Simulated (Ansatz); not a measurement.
Input deck for Ansatz 0.2.0, then the block of the output on the nuclei.

The start is an entry of the Crystallography Open Database (COD).

```yaml
crystal:
  lattice:
    - [4.4525, -2.6185, 0.0]
    - [4.4525, 2.6185, 0.0]
    - [-1.1865635677, 0.0, 5.9274017832]
  atoms:
    - { symbol: Na, position: [0.0, 0.0, 0.0] }
    - { symbol: Na, position: [0.0, 0.0, 0.5] }
    - { symbol: Na, position: [0.67047, 0.67047, 0.7478] }
    - { symbol: Na, position: [0.32953, 0.32953, 0.2522] }
    - { symbol: C, position: [0.6645, 0.6645, 0.2497] }
    - { symbol: C, position: [0.3355, 0.3355, 0.7503] }
    - { symbol: O, position: [0.8079, 0.3967, 0.2859] }
    - { symbol: O, position: [0.6033, 0.1921, 0.7141] }
    - { symbol: O, position: [0.1921, 0.6033, 0.7141] }
    - { symbol: O, position: [0.3967, 0.8079, 0.2859] }
    - { symbol: O, position: [0.7894, 0.7894, 0.1781] }
    - { symbol: O, position: [0.2106, 0.2106, 0.8219] }
kpoints:
  mp_grid: { grid: [5, 5, 4] }
scf:
  occupations: { method: fermi_dirac, width: 0.02 }
hamiltonian:
  xc: pbe
  pseudopotentials: { kind: paw }
output:
  forces: true
  stress: true
  populations: true
  efg:
    quadrupole_moments_barn: { Na: 0.104, O: -0.02558 }
    contact_densities: true
  write_density: true
  write_potential: true
  elf: true
  volumetric_format: npy
relax:
  f_tol: 0.02
  max_steps: 60
```

```sh
ansatz run input.yaml --threads 1 --pin off --max-ram 2560MiB --backend cpu --events-out ev --progress --plain --runs-dir out
```

The run relaxes the ions first, and the block belongs to the relaxed positions.

Of the output, the block on the nuclei alone is shown; the set-up, the SCF iterations, energies, forces and stress are cut. One atom of each set with nearly equal values is shown.

```
--- PAW observables at the nuclei: V_zz in 10²¹ V/m², potentials from the cell's mean, atoms counted from 1 ---
  atom   1  Na V_zz =    -0.434190   η = 0.1180   by run symmetry: allowed   C_q = -1.0919 MHz
            electrostatic potential = -977.329589 V   contact ρ = 5904.371175 e/Å³
  atom   2  Na V_zz =    +0.894082   η = 0.0886   by run symmetry: allowed   C_q = +2.2484 MHz
            electrostatic potential = -977.332258 V   contact ρ = 5904.348615 e/Å³
  atom   3  Na V_zz =    +0.921902   η = 0.1565   by run symmetry: allowed   C_q = +2.3183 MHz
            electrostatic potential = -976.477517 V   contact ρ = 5904.022487 e/Å³
  atom   5  C  V_zz =    +2.647821   η = 0.0000   by run symmetry: allowed
            electrostatic potential = -407.684271 V   contact ρ = 867.228801 e/Å³
  atom   7  O  V_zz =   -11.716654   η = 0.9908   by run symmetry: allowed   C_q = +7.2470 MHz
            electrostatic potential = -618.961849 V   contact ρ = 2156.249213 e/Å³
  atom  11  O  V_zz =   -12.137374   η = 0.9503   by run symmetry: allowed   C_q = +7.5072 MHz
            electrostatic potential = -618.961014 V   contact ρ = 2156.287284 e/Å³
```

The relaxation (6 steps) took 66 s of wall time (66 s of CPU time) and 0.49 GiB at its peak, on 1 thread of Arm Neoverse V2 (aarch64; 8 cores open to the job, memory cap 2.5 GiB, no GPU), a shared host with a load of 0.4 a core.

The database entry as given showed forces above 3 eV/Å or a pressure above 30 GPa, though relaxing it moves no atom far.
